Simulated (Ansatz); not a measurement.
The relaxed structure here is a generated cell of Nb: the first start was made by placing the elements on the sites of a structure type, and the end was not matched to a known phase here, so it may be hypothetical. Known forms of Nb include space group No. 229.

A relaxed structure of Nb. Space group I4/mmm (No. 139). Method: PBEsol (plane waves to 420 eV, PAW, scalar-relativistic; Ansatz, a quantum-chemistry and plane-wave program).

```cif
data_Nb
_chemical_formula_sum 'Nb1'
_space_group_name_H-M_alt 'P 1'
_space_group_IT_number 1
_cell_length_a 3.09329
_cell_length_b 3.09329
_cell_length_c 3.09329
_cell_angle_alpha 128.016
_cell_angle_beta 128.016
_cell_angle_gamma 76.599
loop_
_space_group_symop_operation_xyz
  'x, y, z'
loop_
_atom_site_label
_atom_site_type_symbol
_atom_site_fract_x
_atom_site_fract_y
_atom_site_fract_z
_atom_site_occupancy
Nb1 Nb 0.00000 0.00000 0.00000 1
```

| Quantity | Value |
|---|---|
| Volume per atom | 17.84 Å³ |
| Density | 8.65 g/cm³ |
| Band gap | no gap (metallic) |
| Shortest distances | Nb–Nb 2.71 Å |
| k-mesh | 24×24×24 |

Band energies at high-symmetry points (eV from the Fermi level; labels of this space group; no spin-orbit coupling), from −5 eV up to 3.8 eV:

| point | energies |
|---|---|
| Γ | -1.52 0.49 1.63 1.63 |
| X | -4.29 -3.16 3.73 |
| P | -3.63 -1.00 -1.00 1.84 |
| N | -3.87 -1.14 1.57 1.91 |
| M | -3.99 -3.19 1.53 |
| S | -2.36 -1.55 -0.54 2.73 |
| S0 | -2.36 -1.55 -0.54 2.73 |
| R | -3.07 -2.62 2.19 3.44 |

No spin polarisation in the result.

The run could not lose the symmetry of its start, so the end can be a saddle point.

It was reached from a disturbed copy of a P6/mmm (No. 191) cell (AFLOW prototype A_hP1_191_a (A_f, as in Sn)), against which it lies -0.49 eV/atom.
